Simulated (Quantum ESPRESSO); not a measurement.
pw.x input (Quantum ESPRESSO 7.5; PBEsol, PseudoDojo standard norm-conserving files, scalar-relativistic):

```
&CONTROL
  calculation = 'scf'
  pseudo_dir = './pseudo'
  outdir = './out'
  tprnfor = .true.
  tstress = .true.
/
&SYSTEM
  ibrav = 0
  nat = 4
  ntyp = 1
  ecutwfc = 82.0
  ecutrho = 328.0
  occupations = 'smearing'
  smearing = 'fd'
  degauss = 0.005
  nbnd = 12
/
&ELECTRONS
  conv_thr = 4e-10
/
ATOMIC_SPECIES
C 12.0110 C.upf
CELL_PARAMETERS angstrom
  1.228050000000  -2.127060000000   0.000000000000
  1.228050000000   2.127060000000   0.000000000000
  0.000000000000   0.000000000000   7.173270000000
ATOMIC_POSITIONS crystal
C   0.583380000000   0.416620000000   0.753140000000
C   0.416620000000   0.583380000000   0.246860000000
C   0.916620000000   0.083380000000   0.753140000000
C   0.083380000000   0.916620000000   0.246860000000
K_POINTS automatic
20 20 6 0 0 0
```

End of the output:

```
     total energy              =     -48.03914996 Ry
     estimated scf accuracy    <       0.00000446 Ry
     total energy              =     -48.03915115 Ry
     estimated scf accuracy    <       0.00000026 Ry
     total energy              =     -48.03915123 Ry
     estimated scf accuracy    <          2.5E-09 Ry
[...]
     the Fermi energy is     6.4133 ev
!    total energy              =     -48.03915123 Ry
     estimated scf accuracy    <          2.1E-11 Ry
     smearing contrib. (-TS)   =      -0.00003333 Ry
     internal energy E=F+TS    =     -48.03911790 Ry
     The total energy is F=E-TS. E is the sum of the following terms:
     one-electron contribution =     -16.10423958 Ry
     hartree contribution      =      15.75191613 Ry
     xc contribution           =     -17.04132917 Ry
     ewald contribution        =     -30.64546528 Ry
     convergence has been achieved in   8 iterations
     Forces acting on atoms (cartesian axes, Ry/au):
     atom    1 type  1   force =     0.00000000    0.00134608   -0.00019280
     atom    2 type  1   force =     0.00000000   -0.00134608    0.00019280
     atom    3 type  1   force =    -0.00000000   -0.00134608   -0.00019280
     atom    4 type  1   force =     0.00000000    0.00134608    0.00019280
     Total force =     0.002720     Total SCF correction =     0.000002
     Computing stress (Cartesian axis) and pressure
          total   stress  (Ry/bohr**3)                   (kbar)     P=       18.10
   0.00017740  -0.00000000   0.00000000           26.10       -0.00        0.00
  -0.00000000   0.00017999   0.00000000           -0.00       26.48        0.00
   0.00000000   0.00000000   0.00001170            0.00        0.00        1.72
```

Geometry of the Materials Project entry, not relaxed at this level.
